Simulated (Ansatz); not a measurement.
WSe2: zone-centre modes

Theory: Ansatz, DFT PBEsol, scalar-relativistic, plane waves, PAW. Cutoff 420 eV, Γ-centred 12×12×1 k-points, Gaussian smearing of 0.05 eV. Spin–orbit coupling is left out, which can shift energies with elements as heavy as these. No spin polarisation.

The starting cell (relaxed at this level; this form isn't the usual structure):

```yaml
crystal:
  lattice:
    - [3.27090, 0.00000, 0.00000]
    - [-1.63545, 2.83268, 0.00000]
    - [0.00000, 0.00000, 29.18475]
  atoms:
    - { symbol: W, position: [0.66667, 0.33333, 0.00000] }
    - { symbol: W, position: [0.33333, 0.66667, 0.77346] }
    - { symbol: W, position: [0.33333, 0.66667, 0.22654] }
    - { symbol: Se, position: [0.33333, 0.66667, 0.05737] }
    - { symbol: Se, position: [0.66667, 0.33333, 0.83084] }
    - { symbol: Se, position: [0.66667, 0.33333, 0.28383] }
    - { symbol: Se, position: [0.33333, 0.66667, 0.94263] }
    - { symbol: Se, position: [0.66667, 0.33333, 0.71617] }
    - { symbol: Se, position: [0.66667, 0.33333, 0.16916] }
```

The cell holds layers and no dispersion correction was added, so their binding is poorly described.

Harmonic modes by finite displacements of 0.02 Å, without the LO–TO term.

Problem. At this geometry, is the structure stable against these modes?

Solution. Barely, if at all: no mode is imaginary beyond 10 cm⁻¹, but one beside the three translations lies at 10 cm⁻¹, within the noise of such a run.

Problem. List the wavenumbers in cm⁻¹.

Solution. 0, 0, 0, 10, 10, 13, 17, 17, 23, 173, 173, 173, 173, 174, 174, 246, 246, 246, 246, 246, 246, 247, 248, 248, 306, 307, 307.

Cost: 1 run of about 14 core-minutes, on Arm Neoverse V2 (shared hosts).